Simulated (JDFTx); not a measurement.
System: Al(110) (Fm-3m bulk; lattice of mp-134, not re-optimised at this level), (1×1) cell of 5 atoms in 5 planes, area 11.54 Å² a face, 5.5 Å between the outermost planes in a cell 24.7 Å high; k mesh 6×8×1, Fermi width 0.01 Ha, no spin polarisation.

Adsorbate: CH on both faces at 1.00 monolayer, started bridge and relaxed in vacuum, keeping the symmetry of the start.

All numbers are PBE, GBRV ultrasoft potentials, plane waves to 20/100 Ha results from JDFTx (a modified build), not measurements. The adsorption energy per CH is [E(slab + 2 CH) − E(slab)]/2 − (E(CH4) − 3/2 E(H2)), with the gas molecules relaxed at the same level and slab energies taken as (E + F)/2, the usual estimate of zero smearing. In reaction energies these potentials put H₂ about 0.03 eV too high against large-basis PBE. No zero-point energy or vibrational entropy is included. Reconstruction of the substrate beyond this cell is outside the model.

Predict the adsorption energy and the geometry, and the change of the work function.

2.72 eV. C sits 0.32 Å above the highest substrate atom, bound to 4 Al at 2.04 Å; C–H is 1.11 Å. The work function goes from 4.04 to 2.89 eV. In CANDLE, water, 1 M NaF, at zero charge, the adsorption energy is 2.71 eV and the potential of zero charge moves from -0.74 to -1.82 V vs SHE (4.44 V convention).
